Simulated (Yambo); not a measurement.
Absorption of FeS2 (marcasite, space group Pnnm, No. 58) with and without the electron-hole interaction (Yambo, LDA bands; 6×6×8 mesh, 8 valence and 6 conduction bands, static screening with 56 bands and a 3 Ry block, scissor 0.26 eV, Tamm-Dancoff; field along x). Axes are Cartesian, with cell vectors (Å) (4.43, 0.00, 0.00), (0.00, 5.40, 0.00), (0.00, 0.00, 3.38).

```csv
E (eV),"Im ε, BSE","Im ε, independent quasiparticles"
0.15,0.71,0.60
0.20,0.76,0.64
0.25,0.81,0.67
0.30,0.86,0.72
0.35,0.92,0.76
0.40,0.99,0.81
0.45,1.07,0.87
0.50,1.17,0.93
0.55,1.27,1.01
0.60,1.40,1.09
0.66,1.55,1.19
0.71,1.73,1.30
0.76,1.94,1.44
0.81,2.22,1.60
0.86,2.56,1.80
0.91,3.02,2.05
0.96,3.62,2.36
1.01,4.46,2.77
1.06,5.65,3.32
1.11,7.31,4.08
1.16,9.50,5.13
1.21,11.9,6.57
1.26,14.0,8.39
1.31,15.5,10.3
1.36,16.4,12.2
1.41,16.2,14.0
1.46,15.1,15.1
1.51,13.8,15.2
1.56,12.7,14.5
1.61,11.8,13.5
1.66,11.3,12.4
1.71,11.3,11.5
1.76,12.0,11.1
1.81,13.2,11.2
1.86,14.7,11.9
1.92,16.4,13.0
1.97,17.7,14.3
2.02,18.5,15.4
2.07,19.0,16.2
2.12,19.6,16.8
2.17,20.1,17.4
2.22,20.5,17.9
2.27,21.2,18.3
2.32,22.1,18.7
2.37,23.4,19.3
2.42,24.9,20.1
2.47,26.1,21.2
2.52,26.7,22.3
2.57,26.9,23.3
2.62,26.8,24.0
2.67,26.7,24.5
2.72,26.3,24.9
2.77,26.0,25.2
2.82,25.5,25.3
2.87,24.4,25.4
2.92,23.4,25.0
2.97,22.5,24.0
3.02,21.8,22.9
3.07,21.7,22.1
3.12,21.7,21.6
3.18,21.5,21.4
3.23,21.3,21.5
3.28,20.9,21.5
3.33,20.5,21.5
3.38,20.5,21.5
3.43,20.2,21.7
```

The scissor comes from a G0W0 run whose convergence isn't established. Broadening 0.15 eV. The band window holds all transitions up to 3.4 eV. Fine structure above the onset can come from the mesh.

The 3d shell has no Hubbard U; the runs are without spin polarisation, and magnetic order was not tried.

Geometry of the Materials Project entry, not relaxed at this level; primitive cell a = 4.426 Å, b = 5.397 Å, c = 3.378 Å, α = β = γ = 90.00°.

This is not the ordinary phase of the substance.
